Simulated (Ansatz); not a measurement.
Rb$_{2}$TaCuS$_{4}$ in space group Fddd (No. 70; Rb on 16g, Ta on 8a, Cu on 8b, S on 32h), the program Ansatz at the LDA level (PAW). The conduction-band minimum lies on the Z–Γ line, 25 % of the way from Z, with 2 equivalent valleys. Second derivatives d²E/dk² of the lowest band at one valley (eV·Å²), along Cartesian directions:

```csv
direction,d²E/dk²
[100],8.070
[010],3.762
[001],1.750
[110],5.849
[101],4.911
[011],2.757
```

Task: Find the principal effective masses, the density-of-states mass and the conductivity mass.

Result: Off-diagonal terms follow from H_xy = H[110] − (H_xx + H_yy)/2, and m*/mₑ = 7.620 eV·Å² over each eigenvalue: 0.94, 2.0, 4.4. One valley's DOS mass (m₁m₂m₃)^(1/3) = 2.0, conductivity mass 3/(Σ 1/mᵢ) = 1.7 mₑ.

Task: What effective density of states Nc follows at 300 K for parabolic valleys?

Result: Nc = 2.509e19 × 2 × (2.0)^(3/2) ≈ 1.4e20 cm⁻³.

The first step of the workflow began from a Materials Project structure, measured or hypothetical; the Crystallography Open Database files this formula in space group No. 70, but the cells were not matched. Its standing as an ambient phase is unchecked. The LDA relaxation kept the symmetry of its start; its stability against distortions is not shown here. The run is not spin-polarised. Scalar-relativistic: spin–orbit coupling is off unless named, which matters more the heavier the elements.

Potentials: the later of the program's two PAW sets.

Edges and masses are those of Kohn–Sham bands, whose gap is no quasiparticle gap.
